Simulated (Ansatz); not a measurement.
NaCl:
```cif
data_Cl4Na4
_chemical_formula_sum 'Na4 Cl4'
_space_group_name_H-M_alt 'Fm-3m'
_space_group_IT_number 225
_space_group_name_Hall '-F 4 2 3'
_cell_length_a 5.60193
_cell_length_b 5.60193
_cell_length_c 5.60193
_cell_angle_alpha 90.000
_cell_angle_beta 90.000
_cell_angle_gamma 90.000
loop_
_atom_site_label
_atom_site_type_symbol
_atom_site_symmetry_multiplicity
_atom_site_Wyckoff_symbol
_atom_site_fract_x
_atom_site_fract_y
_atom_site_fract_z
_atom_site_occupancy
Na1 Na 4 a 0.00000 0.00000 0.00000 1
Cl1 Cl 4 b 0.50000 0.50000 0.50000 1
```
(The calculation used a cell of 2 atoms; values per cell refer to that cell.)

Relaxed with PBEsol.

Question: Decompose the optical modes at the zone centre into irreducible representations, and say which are infrared and Raman allowed.

Answer: Point group m-3m: Γ_opt = T1u. Infrared: T1u. Raman: none.

Question: Assign frequencies (DFPT, plane-wave PAW PBEsol (Ansatz code); without the LO–TO term).

Answer: T1u 166 cm⁻¹.

Symmetry was held in the PBEsol relaxation.

Potentials: the earlier of the program's two PAW sets. The files were generated under PBE; for other functionals the program regenerates the frozen cores, and for LDA and PBEsol the local potential too.
